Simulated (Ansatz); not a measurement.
**SrHI, a database entry at a rescaled volume**

```
Sr H I
1.0
     4.34444    0.00000    0.00000
     0.00000    4.34444    0.00000
     0.00000    0.00000    8.39865
Sr H I
2 2 2
Direct
  0.00000 0.50000 0.20000
  0.50000 0.00000 0.80000
  0.00000 0.00000 0.00000
  0.50000 0.50000 0.00000
  0.00000 0.50000 0.70000
  0.50000 0.00000 0.30000
```

Level: r2SCAN, spin-orbit coupling; 500 eV; 6×6×3 Γ-centred mesh; gaussian occupations (width 0.0233 eV); Ansatz 0.2.0, fixed geometry.

The state carries no moments; the state need not be the lowest.

Task: What is the formation energy?

Result: -1.17 eV an atom against the elements' usual phases (free molecules for gases, crystals otherwise, with no correction for O₂ or N₂), so it is bound against them; other compounds may still compete. Relaxing would lower it.

Task: What does the stress say?

Result: The pressure is 1.7 GPa (compression positive), so with the atoms held at these fractions the cell would first expand; the forces are large, so a full relaxation may end otherwise. The principal stresses -1.8, 3.5, 3.5 GPa differ, so its shape would change too.

Task: Which atom feels the largest force, and which way?

Result: The largest is on Sr1 (and as large on other atoms): 1.87 eV/Å, components (0.00, 0.00, -1.87). It makes 52° with the line to a nearest neighbour, H3 at 2.75 Å.

Task: What is the band gap?

Result: The gap is 2.53 eV, direct at the points sampled. A semilocal functional usually gives too small a gap.

Origin: a database entry at a rescaled volume. Caveats: atoms or cell far from equilibrium.
